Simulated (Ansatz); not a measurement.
Zn (fcc (Cu type), Fm-3m) at seven volumes, PBEsol (plane waves, PAW; program Ansatz), scaled uniformly. One row is withheld.

```csv
V (Å³/atom),P (GPa)
12.859,10.47
13.282,6.26
13.706,2.82
14.130,0.00
14.554,-2.35
14.978,-4.30
15.402,?
```

Fit the shown pressures and predict the withheld one.

P = (3/2)B₀(x^(7/2) − x^(5/2))[1 + (3/4)(B′ − 4)(x − 1)] with x = (V₀/V)^(2/3). Least squares on the six rows gives V₀ = 14.127 Å³/atom, B₀ = 86.0 GPa, B′ = 5.46. At V = 15.402, x = 0.9440 and P = -5.87 GPa. The run itself gave -5.94 GPa.

The first step of the workflow began from a Materials Project structure, measured or hypothetical; the Crystallography Open Database copy checked does not list it. It is not the phase usual at ambient conditions (space group No. 194). The PBEsol relaxation kept the symmetry of its start. At this level the phase is mechanically unstable.

Potentials: the later of the program's two PAW sets.
